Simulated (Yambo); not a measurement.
**Convergence of the G0W0 gap of Cs₂LiYCl₆**

G0W0@PBEsol for Cs₂LiYCl₆ (space group Fm-3m, No. 225) in Yambo. Reference settings: 2×2×2 Γ-centred k mesh, bands 3 to 418 and a 7 Ry block in the screening, 418 bands in G with the Bruneval-Gonze terminator, plasmon pole fitted at 27.2 eV. The PBEsol gap Γ → Γ on this mesh is 4.83 eV; G0W0 gaps are taken between the same points.

```json
[
 {"change from the reference": "reference settings", "G0W0 gap Γ → Γ (eV)": "7.98", "shift of the valence edge (eV)": "-1.75"},
 {"change from the reference": "149 bands in W, 149 bands in G", "G0W0 gap Γ → Γ (eV)": "8.12", "shift of the valence edge (eV)": "-1.50"},
 {"change from the reference": "149 bands in G", "G0W0 gap Γ → Γ (eV)": "8.02", "shift of the valence edge (eV)": "-1.67"},
 {"change from the reference": "187 bands in W", "G0W0 gap Γ → Γ (eV)": "8.03", "shift of the valence edge (eV)": "-1.61"},
 {"change from the reference": "6 Ry block", "G0W0 gap Γ → Γ (eV)": "7.95", "shift of the valence edge (eV)": "-1.72"},
 {"change from the reference": "pole fitted at 40 eV", "G0W0 gap Γ → Γ (eV)": "8.00", "shift of the valence edge (eV)": "-1.79"},
 {"change from the reference": "149 bands in G, no terminator", "G0W0 gap Γ → Γ (eV)": "8.11", "shift of the valence edge (eV)": "-1.19"},
 {"change from the reference": "264 bands in G, no terminator", "G0W0 gap Γ → Γ (eV)": "8.04", "shift of the valence edge (eV)": "-1.50"}
]
```

The reference isn't shown to be the converged limit.

Geometry of the Materials Project entry, not relaxed at this level; primitive cell a = 7.5149 Å, b = 7.5149 Å, c = 7.5149 Å, α = 60.00°, β = 60.00°, γ = 60.00°.

A shift is the quasiparticle energy of the state minus its PBEsol energy.
